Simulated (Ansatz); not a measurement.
A crystal relaxed with r2SCAN in Ansatz 0.2.0 has space group P-4m2 (No. 115) and a = 3.970 Å, c = 5.594 Å.

```tsv
atom	site	x	y	z
Xx	1a	0.0000	0.0000	0.0000
Ge	2g	0.0000	0.5000	0.2443
Ge	1c	0.5000	0.5000	0.5000
```

With r2SCAN the valence top lies at Γ and the conduction bottom at R, 0.57 eV higher; the smallest vertical gap, at Γ–Z (0.10 of the way from Γ), is 0.87 eV. The HSE06 gap is indirect, 0.95 eV (Γ to R), below the direct gap of 1.21 eV at Γ–Z (0.10 of the way from Γ). PBE gives an indirect gap of 0.29 eV, from Γ to R; the least direct gap is 0.63 eV at Γ–Z (0.10 of the way from Γ). Meshes: r2SCAN 6×6×6, HSE06 4×4×4, PBE 6×6×6. r2SCAN's ε∞ is 14.7 along x and y, 14.6 along z.

Problem. Which element is Xx?
A. Sn
B. Pb
C. Si
D. C

Solution. C. Xx is Si: an ordered 4-atom cell of SiGe3 on the diamond lattice (P-4m2). Around Si lie 4 Ge at 2.41 Å; around Ge lie 2 Si at 2.41 Å and 2 Ge at 2.45 Å; around Ge lie 4 Ge at 2.45 Å.

No spin polarisation. The prototype was imposed, so other structures may be more stable.

The runs are scalar-relativistic, without spin-orbit coupling.

The meshes of the hybrids are coarse, so their gaps aren't converged to the digits shown.
